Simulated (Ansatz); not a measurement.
Independent-particle absorption of PbS (Fm-3m, a = 5.936 Å, b = 5.936 Å, c = 5.936 Å, α = 90.00°, β = 90.00°, γ = 90.00°), no local fields or excitons, 0.1 eV broadening. Computed with DFT PBE+D3(BJ), scalar-relativistic, plane waves, PAW in Ansatz 0.2.0.

Cutoff 420 eV; k points 10×10×10 on the computed 2-atom cell (Γ-centred); Gaussian smearing, width 0.02 eV; no spin polarisation. The spectrum is summed on a 15×15×15 mesh.

```
CELL_PARAMETERS angstrom
0.00000 2.96793 2.96793
2.96793 0.00000 2.96793
2.96793 2.96793 0.00000
ATOMIC_POSITIONS crystal
Pb 0.00000 0.00000 0.00000
S 0.50000 0.50000 0.50000
```

photon energy (eV), ε2,zz and a bar:
```
      0.0       0.00
      0.4       0.75 #
      0.8       2.02 ##
      1.2       3.62 ###
      1.6       6.30 ######
      2.0      10.77 ##########
      2.4      19.62 ##################
      2.8      32.34 #############################
      3.2      33.33 ##############################
      3.6      16.54 ###############
      4.0      12.59 ###########
      4.4       9.05 ########
      4.8       6.28 ######
      5.2       4.60 ####
      5.6       3.89 ####
      6.0       3.01 ###
      6.4       2.65 ##
      6.8       2.75 ##
      7.2       3.77 ###
      7.6       2.01 ##
      8.0       2.52 ##
      8.4       3.70 ###
      8.8       3.10 ###
      9.2       2.84 ###
      9.6       2.52 ##
     10.0       2.39 ##
     10.4       2.06 ##
     10.8       1.96 ##
     11.2       1.77 ##
     11.6       1.57 #
     12.0       1.49 #
     12.4       1.26 #
     12.8       1.19 #
     13.2       0.65 #
     13.6       0.58 #
     14.0       0.52
```

The strongest peak lies near 3.0 eV. ε∞ (xx, yy, zz) = 17.8, 17.8, 17.8.

Cost: 1 run of about 0.44 core-minutes, on Arm Neoverse V2 (shared hosts).